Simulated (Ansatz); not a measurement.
A trial cell of Fe was relaxed with PBE (plane waves to 420 eV, PAW, scalar-relativistic; Ansatz, a program for electronic structure).

Before: Cmce (No. 64), oS8; a = 4.7175 Å, b = 3.0880 Å, c = 6.4911 Å, α = 90.00°, β = 90.00°, γ = 90.00°.

After relaxation:

Simulated powder pattern, neutron, λ = 1.5401 Å (kinematic, ideal powder, no thermal factors, coherent scattering alone; the 24 strongest lines at most, above 1 %, up to 2θ = 90°):

```json
[
 {"2θ (°)": "45.24", "I/Imax (%)": "100"},
 {"2θ (°)": "65.90", "I/Imax (%)": "28"},
 {"2θ (°)": "83.54", "I/Imax (%)": "83"}
]
```

Question: Identify the relaxed structure from its pattern: crystal system, space group and cell.

Answer: Cubic, Im-3m (No. 229), cI2, bcc (W type); a = b = c = 2.8316 Å, α = β = γ = 90.00°. Sites: Fe 2a (0.000, 0.000, 0.000).

Question: Index the strongest lines.

Answer: 45.24° (110), 65.90° (200), 83.54° (211).

Spin state reached: ferromagnetic (net 2.17 μB/atom), from parallel starting moments; other spin orders were not run from this start.

The run could not lose the symmetry of its start; a randomly shaken copy of 2 atoms returns to this structure.
